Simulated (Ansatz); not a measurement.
Ca2Si (space group Pnma)

```xyz
12
Lattice="7.2725 0.0000 0.0000 0.0000 4.7491 0.0000 0.0000 0.0000 8.8145" Properties=species:S:1:pos:R:3 pbc="T T T"
Ca     2.4618     3.5618     0.6627
Ca     4.8106     1.1873     8.1518
Ca     1.1744     1.1873     5.0699
Ca     6.0981     3.5618     3.7446
Ca     0.1360     1.1873     1.6307
Ca     7.1365     3.5618     7.1838
Ca     3.5003     3.5618     6.0379
Ca     3.7722     1.1873     2.7766
Si     5.4576     1.1873     5.3141
Si     1.8149     3.5618     3.5004
Si     5.4511     3.5618     0.9069
Si     1.8214     1.1873     7.9076
```

A phonon eigenvector at Γ is frozen into this cell: atom i moves by Q times the vector below, so Q is the largest atomic displacement, in Å. The cell is held.

| atom | x | y | z |
|---|---|---|---|
| Ca1 | 0.000 | -0.796 | 0.000 |
| Ca2 | 0.000 | -0.796 | 0.000 |
| Ca3 | 0.000 | 0.796 | 0.000 |
| Ca4 | 0.000 | 0.796 | 0.000 |
| Ca5 | 0.000 | 1.000 | 0.000 |
| Ca6 | 0.000 | 1.000 | 0.000 |
| Ca7 | 0.000 | -1.000 | 0.000 |
| Ca8 | 0.000 | -1.000 | 0.000 |
| Si9 | 0.000 | 0.578 | 0.000 |
| Si10 | 0.000 | 0.578 | 0.000 |
| Si11 | 0.000 | -0.578 | 0.000 |
| Si12 | 0.000 | -0.578 | 0.000 |

The numbers are results of LDA (plane waves to 420 eV, PAW, scalar-relativistic; Ansatz, a program for electronic structure), not measurements. k mesh 4×6×3 (Γ-centred), Fermi-Dirac smearing 0.05 eV. Energies are smeared free energies. Ca2Si was relaxed with its symmetry unable to fall. The zero of ΔE is the undisplaced structure.

```tsv
Q (Å)	ΔE (eV/cell)
-0.180	0.389
-0.120	0.172
-0.060	0.043
0.000	0.000
0.060	0.043
0.120	0.172
0.180	0.389
```

Which DFPT wavenumber at Γ belongs to this mode?
(A) 249 cm⁻¹
(B) 147 cm⁻¹
(C) 198 cm⁻¹
(D) 99 cm⁻¹

B, 147 cm⁻¹. The curvature of the scan gives 147 cm⁻¹

(For displaced atoms, the force is minus the slope of the energy, and its curvature is a force constant, which sets phonon frequencies.)
